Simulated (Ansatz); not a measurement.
The relaxed structure here is a generated cell of Cu: the first start was made by a random draw of sites in a space group, and the end was not matched to a known phase here, so it may be hypothetical. Known forms of Cu include space group No. 225.

A relaxed structure of Cu. All values below come from r2SCAN (plane waves to 500 eV, PAW, scalar-relativistic; Ansatz, a quantum-chemistry and plane-wave program).

```
CELL_PARAMETERS angstrom
     -2.27861     2.27861     2.27861
      2.27861    -2.27861     2.27861
      2.27861     2.27861    -2.27861
ATOMIC_POSITIONS crystal
  Cu 0.00000 0.50000 0.50000
  Cu 0.50000 0.00000 0.50000
  Cu 0.50000 0.50000 0.00000
```

Question: Determine the symmetry and give the standard cell with its independent sites.

Answer: Space group Im-3m (No. 229); a = 4.557 Å, b = 4.557 Å, c = 4.557 Å, α = 90.00°, β = 90.00°, γ = 90.00°

```tsv
atom	site	symmetry	x	y	z
Cu	6b	4/mm.m	0.0000	0.0000	0.5000
```

Question: Give the shortest distances between elements (the closest pairs, up to four, under 3.6 Å).

Answer: Cu–Cu 2.28 Å.

The volume per atom comes out as 15.77 Å³ and the band gap comes out as zero (metallic).

No spin polarisation in the result.

The run could not lose the symmetry of its start: the end is stationary, and may be a saddle point rather than a minimum.

All atoms sit on sites fixed by symmetry, so only the cell could relax.
